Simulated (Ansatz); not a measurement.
Here is the system:

AlBRu$_{3}$:
Space group Pm-3m (No. 221); a = b = c = 4.012 Å, α = β = γ = 90.00°

```tsv
atom	site	symmetry	x	y	z
Al	1a	m-3m	0.0000	0.0000	0.0000
Ru	3c	4/mm.m	0.0000	0.5000	0.5000
B	1b	m-3m	0.5000	0.5000	0.5000
```

This is the PBEsol-relaxed structure.

Problem. All from plane-wave PAW PBEsol (Ansatz code), unless another level is named. Estimate the electronic character.

Solution. metallic (no gap).

Problem. What about the density of states at the Fermi level?

Solution. 1.5 states/eV per atom (mean over ±0.08 eV).

Problem. Give the formation energy from the elements (no fitted shifts).

Solution. -0.079 eV/atom.

Problem. Predict the gap with spin–orbit coupling.

Solution. none (metallic).

The start of the workflow was typed in or built on a structure type; neither database checked (COD, Materials Project) lists it. Whether it is the stable phase at ambient conditions was not checked. The PBEsol relaxation kept the symmetry of its start. At this level the phase is dynamically unstable (imaginary phonons). The run is not spin-polarised. The volume moved by -16 % from the start of the relaxation. The references are the lowest solids computed at this level, not always the standard phases. Scalar-relativistic: spin–orbit coupling is off unless named, which matters more the heavier the elements.

Potentials: the later of the program's two PAW sets.
